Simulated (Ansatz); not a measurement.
## BiAu: levels along high-symmetry lines

```
Au Bi
1.0
     0.00000    2.97245    2.97245
     2.97245    0.00000    2.97245
     2.97245    2.97245    0.00000
Au Bi
1 1
Direct
  0.00000 0.00000 0.00000
  0.50000 0.50000 0.50000
```

Atoms are numbered in the order listed.

The cell was built from the rocksalt type and relaxed in the same program, and has space group Fm-3m; it needn't be a known or the stable phase.

No spin–orbit coupling, which matters for the heavy atoms here.

Theory: Ansatz 0.2.0, DFT, PBE, all-electron LAPW, scalar-relativistic.

Settings: a Γ-centred 12×12×12 k mesh, Fermi–Dirac smearing of 0.03 eV, basis error target 0.25 meV/atom, no spin polarisation.

Points in fractions of the reciprocal vectors of this cell: Γ (0, 0, 0), X (0.5, 0, 0.5), U (0.625, 0.25, 0.625), K (0.375, 0.375, 0.75), L (0.5, 0.5, 0.5), W (0.5, 0.25, 0.75). The path joins them by straight lines in the order Γ–X–U–K–Γ–L–W–X; legs that retrace an earlier one aren't tabulated. Energies are in eV from the Fermi level.

(1) List the levels at W between -8 and 6 eV.

(2) List the levels at Γ between -8 and 6 eV.

(3) List the levels at K between -8 and 6 eV.

(4) What is the band gap?

Answers

(1) -5.04, -4.57 (×2), -3.79, -3.27, -2.98, -2.35 (×2), 4.48, 5.79.

(2) -4.25 (×3), -4.22 (×2), 0.76, 1.01 (×3).

(3) -4.96, -4.60, -4.47, -3.86, -3.76, -3.13, -2.75, 0.00, 1.65.

(4) none: bands cross the Fermi level, a metal.
